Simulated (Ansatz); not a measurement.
ScAl: rigid cleavage

The calculation used DFT r2SCAN, scalar-relativistic, plane waves, PAW (Ansatz 0.2.0). Settings: plane waves to 500 eV, k-mesh 14×11×5 (Γ-centred), Gaussian smearing 0.15 eV. No spin polarisation. Energies are free energies at this smearing, counted from the undisturbed cell; pressure is positive in compression.

The undisturbed cell (relaxed at this level; it needn't be the usual structure):

```
Sc Al
1.0
    -3.36804    0.00000    0.00000
     0.00000    0.00000   -4.34056
     0.00000  -11.03743    0.00000
Sc Al
4 4
Direct
  0.00000 0.75000 0.58969
  0.50000 0.75000 0.08969
  0.00000 0.25000 0.91031
  0.50000 0.25000 0.41031
  0.00000 0.75000 0.31982
  0.50000 0.75000 0.81982
  0.00000 0.25000 0.18018
  0.50000 0.25000 0.68018
```

The cut lies on the cell's a–b face, a (0 -1 0) plane (indices in the standard cell, whose axes needn't be the Cartesian ones shown) of area 14.62 Å², between layers 1.98 Å apart. Vector c is lengthened by d along the normal with the atoms' Cartesian places fixed: one unrelaxed cut a cell. The cell is metallic on the mesh throughout.

Problem. Over the sampled range (-0.30 to 6.00), is the undisturbed cell the lowest point?

Solution. Yes, every other sampled point lies higher.

The scan:

```
d (Å) energy (J/m²)
-0.30           0.35
-0.15           0.07
 0.00           0.00
 0.25           0.14
 0.50           0.42
 0.75           0.73
 1.00           1.03
 1.50           1.53
 2.00           1.89
 3.00           2.27
 4.50           2.46
 6.00           2.49
```

Cost: 12 runs of about 7.7 core-minutes in all, on AMD EPYC 9R45 (Zen 5) (shared hosts).